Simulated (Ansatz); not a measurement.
KTl$_{2}$CrF$_{6}$:
```xyz
10
Lattice="0.0000 4.4534 4.4534 4.4534 0.0000 4.4534 4.4534 4.4534 0.0000" Properties=species:S:1:pos:R:3 pbc="T T T"
K      4.4534     4.4534     4.4534
Cr     0.0000     0.0000     0.0000
Tl     2.2267     2.2267     2.2267
Tl     6.6802     6.6802     6.6802
F      1.9119     4.4534     4.4534
F      6.9950     4.4534     4.4534
F      4.4534     1.9119     4.4534
F      4.4534     6.9950     4.4534
F      4.4534     4.4534     1.9119
F      4.4534     4.4534     6.9950
```
The run is spin-polarised; directions of the spins, atom by atom: 0 ↑ 0 0 0 0 0 0 0 0.

Relaxed with HSE06.

Give the Bader charges and basin volumes of the independent atoms, the program Ansatz at the HSE06 level (PAW).



```tsv
atom	Bader charge (e)	Bader volume (Å³)
K1	+0.89	17.5
Cr2	+2.08	7.3
Tl3	+0.92	30.6
F5	-0.80	15.1
```

Space group Fm-3m. The workflow started from a Materials Project entry (that database holds measured and hypothetical structures alike); the Crystallography Open Database copy checked does not list it. Whether it is the stable phase at ambient conditions was not checked. The cell was relaxed with HSE06 under the symmetry of its start; whether a distortion lowers the energy is not shown. Spin order of the final state: ferromagnetic, chosen from 3 collinear starts compared on coarse meshes with r²SCAN (ties went to the first, and starts can fall back to one state), not a proven ground state. Other orbital occupations within this spin state were not tried. Scalar-relativistic: spin–orbit coupling is off unless named, which matters more the heavier the elements.

Potentials: the later of the program's two PAW sets.
